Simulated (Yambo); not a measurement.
**InP: sweep of GW parameters**

G0W0@PBEsol for InP (zinc blende, space group F-43m, No. 216) in Yambo. Reference settings: 4×4×4 Γ-centred k mesh, 115 bands and a 10 Ry block in the screening, 115 bands in G with the Bruneval-Gonze terminator, plasmon pole fitted at 27.2 eV. The PBEsol gap Γ → Γ on this mesh is 0.56 eV; G0W0 gaps are taken between the same points.

```csv
change from the reference,G0W0 gap Γ → Γ (eV),shift of the valence edge (eV),rough Yambo cost
reference settings,1.01,-0.54,1
39 bands in G,1.03,-0.52,–
wavefunctions cut at 25 Ry,0.98,-0.54,about 1/2
no point-group symmetry,1.00,-0.54,about 5×
"39 bands in G, no terminator",0.94,-0.08,–
no terminator,0.98,-0.45,–
```

The reference isn't shown to be the converged limit. Costs are rough (shared machines), scaled to the same edge states, and given only for runs that recompute the screening.

Spin-orbit splittings are left out.

The standard potential for In keeps a d shell in the valence without the s and p states of that shell. In tests on such compounds this moved G0W0 gaps by up to about 0.9 eV, so absolute quasiparticle energies here are unreliable; differences between settings are what counts.

Geometry relaxed with PBEsol; primitive cell a = 4.159 Å, b = 4.159 Å, c = 4.159 Å, α = 60.00°, β = 60.00°, γ = 60.00°.

A shift is the quasiparticle energy of the state minus its PBEsol energy.
